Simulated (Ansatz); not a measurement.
Mo (diamond, Fd-3m) at seven volumes, DFT-PBE in the program Ansatz with PAW potentials, scaled uniformly. One row is withheld.

```json
[
 {"V (Å³/atom)": "20.928", "P (GPa)": "12.14"},
 {"V (Å³/atom)": "21.618", "P (GPa)": "7.41"},
 {"V (Å³/atom)": "22.307", "P (GPa)": "3.42"},
 {"V (Å³/atom)": "22.997", "P (GPa)": "0.00"},
 {"V (Å³/atom)": "23.687", "P (GPa)": "-2.97"},
 {"V (Å³/atom)": "24.377", "P (GPa)": "?"},
 {"V (Å³/atom)": "25.067", "P (GPa)": "-7.75"}
]
```

Question: Fit the shown pressures and predict the withheld one.

Answer: P = (3/2)B₀(x^(7/2) − x^(5/2))[1 + (3/4)(B′ − 4)(x − 1)] with x = (V₀/V)^(2/3). Least squares on the six rows gives V₀ = 22.993 Å³/atom, B₀ = 107 GPa, B′ = 4.02. At V = 24.377, x = 0.9618 and P = -5.56 GPa. The run itself gave -5.54 GPa.

The start of the workflow was typed in or built on a structure type; neither database checked (COD, Materials Project) lists it. It is not the phase usual at ambient conditions (space group No. 229). The cell was relaxed with PBE under the symmetry of its start; whether a distortion lowers the energy is not shown. The run is not spin-polarised.

Potentials: the later of the program's two PAW sets.
